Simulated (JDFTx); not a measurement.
```json
{
 "surface": "TiSi2(110), Si outermost, slab composition Ti4Si10",
 "bulk": "TiSi2, Cmcm, lattice of mp-1077503 (not re-optimised)",
 "slab": "14 atoms in 14 planes, 1x1, 7.4 Å between the outermost planes",
 "in-plane cell": "3.565 × 6.986 Å, 24.91 Å²",
 "cell_height": "23.2 Å",
 "sampling": "6×4×1 k mesh, Fermi smearing 0.01 Ha, no spin polarisation"
}
```

Whether this polymorph is the ambient one wasn't checked. Neither spin polarisation nor a larger cell was tried.

All numbers are PBE, GBRV ultrasoft potentials, plane waves to 20/100 Ha results from a modified build of JDFTx, not measurements. Liquid: linear PCM (GLSSA13), water, 1 M NaCl; nuclei fixed. Potentials are counted from the potential of zero charge; σ repeats to about 1 %.

```json
[
 {"U − U_pzc (V)": "-1.18", "σ (μC/cm², per face)": "withheld"},
 {"U − U_pzc (V)": "-0.92", "σ (μC/cm², per face)": "-12.01"},
 {"U − U_pzc (V)": "-0.72", "σ (μC/cm², per face)": "-9.57"},
 {"U − U_pzc (V)": "-0.52", "σ (μC/cm², per face)": "-7.07"},
 {"U − U_pzc (V)": "-0.17", "σ (μC/cm², per face)": "-2.43"},
 {"U − U_pzc (V)": "0.68", "σ (μC/cm², per face)": "10.56"}
]
```

Fit σ = C₀x + bx² (x = U − U_pzc) to the other rows by least squares, predict the withheld value, and compare with the run.

The fit gives C₀ (μF/cm²) = 14.5, b (μF/cm²/V) = 1.56, with a root-mean-square miss of 0.02 μC/cm² on its own rows. It predicts -14.9 μC/cm²; the run gives -15.0 μC/cm², a miss of 0.1 μC/cm².
